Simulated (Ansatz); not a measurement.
PtRhN2 in space group R-3m (No. 166; Rh on 3b, Pt on 3a, N on 6c) under volume change, r²SCAN in the plane-wave PAW code Ansatz, shape and atoms relaxed at each volume.

```json
[
 {"V (Å³/atom)": "10.395", "E − E(relaxed) (meV/atom)": "[?]", "P (GPa)": "[?]"},
 {"V (Å³/atom)": "10.738", "E − E(relaxed) (meV/atom)": "34.1", "P (GPa)": "16.90"},
 {"V (Å³/atom)": "11.080", "E − E(relaxed) (meV/atom)": "8.0", "P (GPa)": "7.74"},
 {"V (Å³/atom)": "11.423", "E − E(relaxed) (meV/atom)": "0.0", "P (GPa)": "-0.01"},
 {"V (Å³/atom)": "11.766", "E − E(relaxed) (meV/atom)": "7.2", "P (GPa)": "-6.51"},
 {"V (Å³/atom)": "12.108", "E − E(relaxed) (meV/atom)": "27.2", "P (GPa)": "-12.02"},
 {"V (Å³/atom)": "12.451", "E − E(relaxed) (meV/atom)": "[?]", "P (GPa)": "[?]"}
]
```

Q: Fill in the missing entries.

A: 
- 12.451, E − E(relaxed) (meV/atom): 58.0
- 12.451, P (GPa): -16.65
- 10.395, E − E(relaxed) (meV/atom): 81.4
- 10.395, P (GPa): 27.67

Q: What does a third-order Birch–Murnaghan fit give for V₀, B₀ and B′?

A: V₀ = 11.42 Å³/atom, B₀ = 236 GPa, B′ = 4.6.

The start of the workflow was typed in or built on a structure type; neither database checked (COD, Materials Project) lists it. Its standing as an ambient phase is unchecked. Symmetry was held in the r²SCAN relaxation; whether a distortion lowers the energy is not shown. The workflow began spin-polarised and lost its moments. Its formation energy is positive at this level, so the cell may be metastable or incomplete. Scalar-relativistic: spin–orbit coupling is off unless named, which matters more the heavier the elements.

Potentials: the later of the program's two PAW sets.
